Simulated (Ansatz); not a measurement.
Here is the system:

Rb (bcc, W type)

```cif
data_Rb
_chemical_formula_sum 'Rb1'
_space_group_name_H-M_alt 'P 1'
_space_group_IT_number 1
_cell_length_a 4.91124
_cell_length_b 4.91124
_cell_length_c 4.91124
_cell_angle_alpha 109.471
_cell_angle_beta 109.471
_cell_angle_gamma 109.471
loop_
_space_group_symop_operation_xyz
  'x, y, z'
loop_
_atom_site_label
_atom_site_type_symbol
_atom_site_fract_x
_atom_site_fract_y
_atom_site_fract_z
_atom_site_occupancy
Rb1 Rb 0.00000 0.00000 0.00000 1
```

Equation-of-state scan: isotropic scaling of the cell above, V₀ being its volume. Symmetry pins the atoms to their sites.

The numbers are results of PBE (plane waves to 420 eV, PAW, scalar-relativistic; Ansatz, a first-principles code), not measurements. k mesh 12×12×12 (Γ-centred), Fermi-Dirac smearing 0.05 eV. E stands for the smeared free energy. Stress and pressure are positive under compression. Rb was relaxed with its symmetry unable to fall. The zero of ΔE is the relaxed starting cell.

The scan covers V/V₀ from 0.900 to 1.100 in 11 points.

### Question
What bulk modulus B₀ follows from a third-order Birch-Murnaghan fit?

### Answer
2.8 GPa.

### Question
What is the fitted pressure derivative B₀′?

### Answer
3.8.

(Under strain, the slope of the energy per volume gives the stress and its curvature an elastic modulus.)
